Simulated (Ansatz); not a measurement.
Consider the following.

Ir (diamond, space group No. 227), a = b = c = 5.568 Å, α = β = γ = 90.00°; the cell used has 2 atoms.

This is the PBE-relaxed structure.

**Question.** All from PBE in the plane-wave PAW code Ansatz, unless another level is named. Estimate the density of states at the Fermi level.

**Answer.** 1.1 states/eV per atom (mean over ±0.08 eV).

**Question.** Next, the gap with spin–orbit coupling?

**Answer.** none (metallic).

Space group Fd-3m (diamond). The start of the workflow was typed in or built on a structure type; neither database checked (COD, Materials Project) lists it. It is not the phase usual at ambient conditions (space group No. 225). The PBE relaxation kept the symmetry of its start; whether a distortion lowers the energy is not shown. The run is not spin-polarised. Spin–orbit coupling is left out wherever it is not named.

Potentials: the earlier of the program's two PAW sets.
